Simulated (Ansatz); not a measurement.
The start is a randomly generated symmetric cell of Si (space group No. 123). The cell and all atomic positions are relaxed at zero pressure with PBE (plane waves to 420 eV, PAW, scalar-relativistic; Ansatz, an electronic-structure program). The first steps use a coarse 12×12×6 k-mesh.

Starting cell:
```
CELL_PARAMETERS angstrom
      1.94620     0.00000     0.00000
      0.00000     1.94620     0.00000
      0.00000     0.00000     4.09125
ATOMIC_POSITIONS crystal
  Si 0.00000 0.00000 0.50000
```

**Question.** What pressure does the first self-consistent step give?

**Answer.** +114 GPa (positive: the cell is compressed).

**Question.** How does the volume change?

**Answer.** +5.0 %, from 15.50 to 16.26 Å³/atom.

**Question.** How do the shortest distances between atoms change?

**Answer.** The closest pairs of elements (up to four, under 3.6 Å), start → end: Si–Si 1.95 → 2.53 Å.

**Question.** What band gap does the relaxed structure have at this level?

**Answer.** Zero (metallic).

Final values are on a 18×18×18 k-mesh of the relaxed cell. No spin polarisation in the result.

The run could not lose the symmetry of its start, so the end can be a saddle point.

The relaxed structure here is a generated cell of Si: the first start was made by a random draw of sites in a space group, and the end was not matched to a known phase here, so it may be hypothetical. Known forms of Si include space group No. 227.
